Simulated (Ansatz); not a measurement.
HfO2:
```
CELL_PARAMETERS angstrom
      4.78957     0.00000     0.00000
      0.00000     4.78957     0.00000
      0.00000     0.00000     3.18606
ATOMIC_POSITIONS crystal
  Hf 0.00000 0.00000 0.00000
  Hf 0.50000 0.50000 0.50000
  O  0.19511 0.80489 0.50000
  O  0.80489 0.19511 0.50000
  O  0.69511 0.69511 0.00000
  O  0.30489 0.30489 0.00000
```

Relaxed with LDA.

Task: Give the optical modes at the zone centre with their infrared and Raman activity from DFPT, LDA (plane waves, PAW; program Ansatz).

Result: Transverse frequencies, without the LO–TO term; a row sums one degenerate level.

| ω (cm⁻¹) | degeneracy | IR ((D/Å)²/amu) | Raman (Å⁴/amu) | activity | symmetry |
|---|---|---|---|---|---|
| 93 | 1 | 0.00 | 0 | silent | B1u |
| 115 | 1 | 0.00 | 0.16 | Raman | B1g |
| 203 | 2 | 39.14 | 0 | IR | Eu |
| 221 | 2 | 11.50 | 0 | IR | Eu |
| 283 | 1 | 67.25 | 0 | IR | A2u |
| 384 | 1 | 0.00 | 0 | silent | A2g |
| 422 | 1 | 0.00 | 0 | silent | B1u |
| 469 | 2 | 68.90 | 0 | IR | Eu |
| 496 | 2 | 0.00 | 110 | Raman | Eg |
| 645 | 1 | 0.00 | 150 | Raman | A1g |
| 806 | 1 | 0.00 | 4.2 | Raman | B2g |

Task: How high does the top mode go among those that the LO–TO term moves?

Result: 735 cm⁻¹ for q along x, 735 cm⁻¹ for q along y, 675 cm⁻¹ for q along z.

Space group P4_2/mnm (rutile). The workflow started from a Materials Project entry (that database holds measured and hypothetical structures alike); the Crystallography Open Database copy checked does not list it. It is not the phase usual at ambient conditions (space group No. 14, 29). The cell was relaxed with LDA under the symmetry of its start; of distortions, only those at the zone centre were tested. The run is not spin-polarised. Spin–orbit coupling is left out wherever it is not named.

Potentials: the earlier of the program's two PAW sets.
